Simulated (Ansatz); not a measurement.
NbSiO:
```
CELL_PARAMETERS angstrom
      3.24539     0.00000     0.00000
      0.00000     3.24539     0.00000
      0.00000     0.00000     6.88031
ATOMIC_POSITIONS crystal
  Nb 0.00000 0.50000 0.70029
  Nb 0.50000 0.00000 0.29971
  Si 0.00000 0.00000 0.00000
  Si 0.50000 0.50000 0.00000
  O  0.50000 0.00000 0.61026
  O  0.00000 0.50000 0.38974
```

This is the PBEsol-relaxed structure.

All from PBEsol (plane waves, PAW; program Ansatz), unless another level is named. Give the bulk modulus (Birch–Murnaghan fit).

204 GPa.

What about the highest zone-centre frequency?

70.8 meV.

Space group P4/nmm. The start of the workflow was typed in or built on a structure type; neither database checked (COD, Materials Project) lists it. Its standing as an ambient phase is unchecked. Symmetry was held in the PBEsol relaxation; whether a distortion lowers the energy is not shown. The workflow began spin-polarised and lost its moments.

Potentials: the later of the program's two PAW sets.
